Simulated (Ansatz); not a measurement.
A structure of PbSe relaxed with PBEsol (plane waves to 420 eV, PAW, scalar-relativistic; Ansatz, a first-principles code); single points at other levels follow on the same geometry (Ansatz, PAW; PBEsol+SOC at 420 eV on a 9×9×9 k-mesh; spin-orbit coupling only where +SOC is written). Space group Fm-3m (No. 225).

PbSe is modelled in the cubic space group Fm-3m (No. 225), the rock salt structure, Pearson symbol cF8. Lattice parameters: a = b = c = 6.101 Å, α = β = γ = 90.00°. Se on 4a sees 6 Pb at 3.051 Å (octahedral). Pb on 4b is surrounded by 6 Se at 3.051 Å (octahedral). (Neighbours: up to the widest gap in distance over summed covalent radii, below 1.35, at either atom; cation-cation and far metal-metal contacts left out.)
(The calculation used a cell of 2 atoms; values per cell refer to that cell.)

| level | gap (eV) | kind | conduction minimum |
|---|---|---|---|
| PBEsol | 0.17 | direct | L |
| PBEsol+SOC | … | … | … |

Question: Fill in the missing entries.

Answer: 
- PBEsol+SOC, gap (eV): 0.31
- PBEsol+SOC, kind: direct
- PBEsol+SOC, conduction minimum: L

The shift from spin-orbit coupling is approximate. No spin polarisation in the result.

It was reached from a disturbed copy of a Fm-3m (No. 225) cell (rock salt type), against which it lies -0.001 eV/atom.
